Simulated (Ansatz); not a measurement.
# MgV2C4O12: do the settings matter for the field gradients?

This input was run with Ansatz:

```yaml
crystal:
  lattice:
    - [4.4473559477, 0.0, 0.0]
    - [0.2096037193, 5.9793692422, 0.0]
    - [0.2062046076, 0.290785793, 7.6999001141]
  atoms:
    - { symbol: Mg, position: [0.5, 0.0, 0.5] }
    - { symbol: V, position: [0.0, 0.5, 0.5], spin: 2.0 }
    - { symbol: V, position: [0.5, 0.0, 0.0], spin: 2.0 }
    - { symbol: C, position: [0.993831, 0.129393, 0.250131] }
    - { symbol: C, position: [0.498945, 0.357986, 0.743233] }
    - { symbol: C, position: [0.501055, 0.642014, 0.256767] }
    - { symbol: C, position: [0.006169, 0.870607, 0.749869] }
    - { symbol: O, position: [0.863333, 0.195108, 0.396933] }
    - { symbol: O, position: [0.850592, 0.135872, 0.11077] }
    - { symbol: O, position: [0.74793, 0.454407, 0.719503] }
    - { symbol: O, position: [0.725087, 0.939224, 0.747506] }
    - { symbol: O, position: [0.660676, 0.691975, 0.395006] }
    - { symbol: O, position: [0.603514, 0.700891, 0.106645] }
    - { symbol: O, position: [0.396486, 0.299109, 0.893355] }
    - { symbol: O, position: [0.339324, 0.308025, 0.604994] }
    - { symbol: O, position: [0.274913, 0.060776, 0.252494] }
    - { symbol: O, position: [0.25207, 0.545593, 0.280497] }
    - { symbol: O, position: [0.149408, 0.864128, 0.88923] }
    - { symbol: O, position: [0.136667, 0.804892, 0.603067] }
magnetization:
  spin_polarized: true
kpoints:
  mp_grid: { grid: [2, 1, 1] }
scf:
  occupations: { method: fermi_dirac, width: 0.02 }
  convergence: { dr2_threshold: 1.0e-08 }
hamiltonian:
  xc: pbe
  pseudopotentials: { kind: paw }
output:
  forces: true
  stress: true
  populations: true
  efg:
    quadrupole_moments_barn: { Mg: 0.1994, V: -0.052, O: -0.02558 }
    contact_densities: true
total_charge: -1
```

```sh
ansatz run input.yaml --threads 2 --pin off --max-ram 5120MiB --backend cpu --events-out ev --progress --plain --runs-dir out
```

It converged. Of its output the block on the nuclei alone is shown, without the SCF iterations, energies, forces and stress (one atom of each set):

```
--- PAW observables at the nuclei: V_zz in 10²¹ V/m², potentials from the cell's mean, atoms counted from 1 ---
  atom   1  Mg V_zz =    -0.639872   η = 0.7312   by run symmetry: allowed   C_q = -3.0851 MHz
            electrostatic potential = -1099.649719 V   contact ρ = 7795.637739 e/Å³   contact ρ_s (e/Å³): all electrons +0.097238, valence +0.097863
  atom   2  V  V_zz =    -2.601999   η = 0.4618   by run symmetry: allowed   C_q = +3.2716 MHz
            electrostatic potential = -2687.655549 V   contact ρ = 65993.585550 e/Å³   contact ρ_s (e/Å³): all electrons -2.210013, valence +1.561383
  atom   3  V  V_zz =    -3.943654   η = 0.5068   by run symmetry: allowed   C_q = +4.9586 MHz
            electrostatic potential = -2687.294079 V   contact ρ = 65993.968663 e/Å³   contact ρ_s (e/Å³): all electrons -2.066127, valence +1.579201
  atom   4  C  V_zz =    +2.199372   η = 0.3164   by run symmetry: allowed
            electrostatic potential = -408.298773 V   contact ρ = 867.111480 e/Å³   contact ρ_s (e/Å³): all electrons +0.122953, valence +0.142430
  atom   5  C  V_zz =    +2.316525   η = 0.5298   by run symmetry: allowed
            electrostatic potential = -408.614472 V   contact ρ = 867.232907 e/Å³   contact ρ_s (e/Å³): all electrons +0.219385, valence +0.249765
  atom   8  O  V_zz =   -13.423361   η = 0.9583   by run symmetry: allowed   C_q = +8.3026 MHz
            electrostatic potential = -619.442246 V   contact ρ = 2155.631465 e/Å³   contact ρ_s (e/Å³): all electrons +0.005882, valence +0.011047
  atom   9  O  V_zz =   -13.745247   η = 0.7921   by run symmetry: allowed   C_q = +8.5017 MHz
            electrostatic potential = -619.837403 V   contact ρ = 2155.979129 e/Å³   contact ρ_s (e/Å³): all electrons -0.076630, valence -0.068794
  atom  10  O  V_zz =   +11.601765   η = 0.9909   by run symmetry: allowed   C_q = -7.1759 MHz
            electrostatic potential = -619.832979 V   contact ρ = 2156.426032 e/Å³   contact ρ_s (e/Å³): all electrons +0.009014, valence -0.018990
  atom  11  O  V_zz =   +11.856832   η = 0.3440   by run symmetry: allowed   C_q = -7.3337 MHz
            electrostatic potential = -619.296300 V   contact ρ = 2155.999429 e/Å³   contact ρ_s (e/Å³): all electrons -0.034566, valence -0.045239
  atom  12  O  V_zz =   -13.341728   η = 0.9605   by run symmetry: allowed   C_q = +8.2521 MHz
            electrostatic potential = -619.591177 V   contact ρ = 2155.598226 e/Å³   contact ρ_s (e/Å³): all electrons -0.069459, valence -0.072689
  atom  13  O  V_zz =   -13.399645   η = 0.7994   by run symmetry: allowed   C_q = +8.2880 MHz
            electrostatic potential = -620.071015 V   contact ρ = 2156.430751 e/Å³   contact ρ_s (e/Å³): all electrons -0.015930, valence -0.003683
```

(1) Can these gradients be trusted, and how do they compare with a run on standard settings?

Answers

(1) Not as converged values. Against the standard input the change is `scf.convergence.dr2_threshold`: not typed → 1e-08; `kpoints.mp_grid.grid`: [6, 4, 3] → [2, 1, 1]; `total_charge`: not typed → -1. A site carries the number of its first atom; V_zz in 10²¹ V/m².

| site | atom | V_zz standard | η standard | V_zz here | η here |
| --- | --- | --- | --- | --- | --- |
| Mg | 1 | -0.61 | 0.66 | -0.64 | 0.73 |
| V2 | 2 | -5.99 | 0.46 | -2.60 | 0.46 |
| V3 | 3 | -5.46 | 0.17 | -3.94 | 0.51 |
| C4 | 4 | 2.38 | 0.28 | 2.20 | 0.32 |
| C5 | 5 | 2.56 | 0.50 | 2.32 | 0.53 |
| O8 | 8 | -13.49 | 0.91 | -13.42 | 0.96 |
| O9 | 9 | -13.17 | 0.85 | -13.75 | 0.79 |
| O10 | 10 | 11.30 | 0.96 | 11.60 | 0.99 |
| O11 | 11 | 11.37 | 0.35 | 11.86 | 0.34 |
| O12 | 12 | 12.53 | 0.97 | -13.34 | 0.96 |
| O13 | 13 | -12.48 | 0.84 | -13.40 | 0.80 |

The largest change of V_zz along a kept axis is on V2, from -5.99 to -2.60. In per cent, |V_zz| changes by -57 to -28 on V, -10 to -8 on C, -1 to +7 on O (all sites that start above 2, bar those whose gradient vanishes or changes sign or whose main axis turns by over 40°). Where |V_zz| stays above 0.1 and the axes keep their order, η moves most on V3, from 0.17 to 0.51. On O12 the largest principal value lies along another axis in the second run, so the two V_zz can't be compared directly. The changed cell holds a charge of -1 on a uniform background, so it isn't the neutral crystal. At these positions the changed run has forces up to 0.8 eV/Å, so its atoms aren't at their own equilibrium. The gap no longer holds the Fermi energy in the changed run, so its gradients also hang on the k-mesh and the smearing. The absolute magnetisation of the cell goes from 4.4 to 5.3 μB. SCF iterations: 24 and 27. New warnings: stress scf threshold loose. In the changed run the k-mesh is coarser than the standard one, so its values aren't converged ones.

On the reference run: The largest force is 0.3 eV/Å, so the atoms aren't at the calculated equilibrium and relaxing them would move these values. With a gap of 0.2 eV on this mesh, small gradients can still move by 0.1 × 10²¹ V/m² or more as the k-mesh gets denser. All moments are parallel here, as the start or the cell imposes; many such compounds order antiparallel, where fields and spin densities carried over to other atoms largely cancel. The magnetic order is the one that the run reached from its start moments, not necessarily the measured one.
